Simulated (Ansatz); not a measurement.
P (black-P type, space group Cmce)

```xyz
4
Lattice="1.6511 -5.3454 0.0000 1.6511 5.3454 0.0000 0.0000 0.0000 4.4666" Properties=species:S:1:pos:R:3 pbc="T T T"
P      1.6511     1.0594     2.6132
P      1.6511    -1.0594     1.8534
P      1.6511    -4.2861     4.0867
P      1.6511     4.2861     0.3799
```

The slice is a (001) plane (indices of the conventional cell) through the point (0.401, 0.599, 0.585) (fractional), spanned by u = [110] and v = [1 -1 0] in vectors of this cell: u (3.30 Å) and v (10.69 Å, at 90° to u). It covers one period; positions are fractions (u, v).

Level of theory: r2SCAN+rVV10 (plane waves to 500 eV, PAW, scalar-relativistic; Ansatz, a first-principles code). k mesh 10×10×8. Near the nuclei the fields are pseudised (PAW); where an atom keeps semicore shells as valence, they peak there. P was relaxed with its symmetry unable to fall. The PAW data are Ansatz's earlier set.

Problem. Predict the map of the valence electron density on the slice.

Solution. 
```
|7998545899|
|9986434689|
|8764212467|
|4432101234|
|1111111111|
|0012343210|
|0135676531|
|1246888642|
|1257999752|
|1257999752|
|1247898742|
|1246898642|
|2357898753|
|4468999864|
|5679878976|
|5689717986|
|4589979985|
|3468999864|
|1246787642|
|0123444321|
|1111111111|
|4321000123|
|7653101356|
|8864212468|
|9975212579|
|9975212579|
|9874212478|
|9864212468|
|9875323578|
|9986444689|
|7897656798|
|1798656897|
```
Scale: ten equal steps from -1.48 (start of '0') to -0.14 (end of '9'), in the order '0123456789'. Values: log₁₀ of the valence density in e/Å³. The map has 10 points along u (one character each, u = 0 at the left) and 32 along v (v = 0 in the bottom row). The scale is logarithmic, as a density can span decades between atoms and voids.
